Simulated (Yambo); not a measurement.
Yambo run on CsCaF₃ (cubic perovskite, space group Pm-3m, No. 221). The wavefunctions are PBEsol (Quantum ESPRESSO, PseudoDojo norm-conserving, 84 Ry, no spin-orbit coupling) ones on a 4×4×4 mesh (20 occupied bands); a = b = c = 4.521 Å, α = β = γ = 90.00°.

Yambo input:

```
rim_cut
HF_and_locXC
RandQpts= 1000000
RandGvec= 1 Ry
EXXRLvcs= 84 Ry
VXCRLvcs= 336 Ry
% QPkrange
 1 | 1 | 20 | 21 |
 3 | 3 | 20 | 21 |
 6 | 6 | 20 | 21 |
 10 | 10 | 20 | 21 |
%
```

k points by index: 1 = Γ, 3 = X, 6 = M, 10 = R.

Resulting energies as the program prints them:

```
#    K-point    Band    Eo [eV]    Ehf [eV]    Vxc [eV]    Vnlxc [eV]
#
    1    20    -0.031371    -7.639110    -21.83873    -29.44646
    1    21    6.995040    11.41159    -8.999732    -4.583185
    3    20    -0.254030    -8.046423    -22.00636    -29.79875
    3    21    8.642500    13.10958    -9.988285    -5.521206
    6    20    -0.010519    -7.866655    -21.96647    -29.82261
    6    21    8.705354    13.61001    -10.73612    -5.831467
    10    20    0.000000    -7.859541    -22.00563    -29.86517
    10    21    8.874442    13.51679    -9.219514    -4.577166
```
Exchange alone, without screening.

Geometry of the Materials Project entry, not relaxed at this level.

The structure is a Materials Project entry; no match was found in the copy of COD used, and its stability was not checked.
